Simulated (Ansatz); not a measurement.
BN:
```xyz
8
Lattice="4.4018 0.0000 0.0000 0.0000 4.4018 0.0000 0.0000 0.0000 2.5381" Properties=species:S:1:pos:R:3 pbc="T T T"
B      0.7668     3.6350     1.2691
B      3.6350     0.7668     1.2691
B      2.9677     2.9677     0.0000
B      1.4341     1.4341     0.0000
N      3.5754     3.5754     1.2691
N      0.8264     0.8264     1.2691
N      3.0273     1.3745     0.0000
N      1.3745     3.0273     0.0000
```

Relaxed with r²SCAN.

**Question.** Give the Bader charges and basin volumes of the independent atoms, the program Ansatz at the r²SCAN level (PAW).

**Answer.** 

```tsv
atom	Bader charge (e)	Bader volume (Å³)
B1	+2.26	1.5
N5	-2.26	10.8
```

Space group P4_2/mnm. The first step of the workflow began from a Materials Project structure, measured or hypothetical; the Crystallography Open Database copy checked does not list it. It is not the phase usual at ambient conditions (space group No. 186, 194, 216). The r²SCAN relaxation kept the symmetry of its start; whether a distortion lowers the energy is not shown.

Potentials: the earlier of the program's two PAW sets. The files were generated under PBE; for other functionals the program regenerates the frozen cores, and for LDA and PBEsol the local potential too.
